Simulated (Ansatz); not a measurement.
Mo3Se4:
```xyz
14
Lattice="4.7298 2.7307 3.7305 -4.7298 2.7307 3.7305 0.0000 -5.4615 3.7305" Properties=species:S:1:pos:R:3 pbc="T T T"
Mo    -0.9036     1.2494     6.7760
Mo     0.9036    -1.2494     4.4156
Mo    -0.6302    -1.4073     6.7760
Mo     0.6302     1.4073     4.4156
Mo     1.5338     0.1579     6.7760
Mo    -1.5338    -0.1579     4.4156
Se     0.0000     0.0000     8.7838
Se     0.0000     0.0000     2.4078
Se     1.2021     2.6982     6.5057
Se    -1.2021    -2.6982     4.6859
Se    -2.9378    -0.3081     6.5057
Se     2.9378     0.3081     4.6859
Se     1.7357    -2.3901     6.5057
Se    -1.7357     2.3901     4.6859
```

Relaxed with PBEsol. Special points in fractions of this cell's reciprocal vectors: Γ (0.000, 0.000, 0.000); L (0.500, 0.000, 0.000); T (0.500, -0.500, 0.500); P0 (0.478, -0.522, 0.478); P2 (0.478, 0.478, 0.478); F (0.500, -0.500, 0.000).

**Question.** List the band energies nearest the Fermi level at these points for PBEsol in the plane-wave PAW code Ansatz.

**Answer.** In eV from the Fermi level; about four levels below and three above (degenerate sets whole), none deeper than 8.9 eV; points with the same levels are listed once.

```
k                     below           above
--  -----------------------  --------------
Γ   -0.76 -0.15 -0.10 -0.10  0.70 0.70 1.61
L   -0.64 -0.36 -0.09 -0.03  0.22 0.35 1.54
T   -0.46 -0.46 -0.07 -0.07  1.82 1.82 1.85
P0  -0.45 -0.45 -0.06 -0.06  1.81 1.81 1.85
F   -0.71 -0.62 -0.22 -0.04  0.03 0.31 1.45
```

Space group R-3. The workflow started from a Materials Project entry (that database holds measured and hypothetical structures alike); the Crystallography Open Database files this formula in space group No. 148, but the cells were not matched. Its standing as an ambient phase is unchecked. Symmetry was held in the PBEsol relaxation; whether a distortion lowers the energy is not shown. No spin polarisation was allowed. Spin–orbit coupling is left out wherever it is not named.

Potentials: the later of the program's two PAW sets.
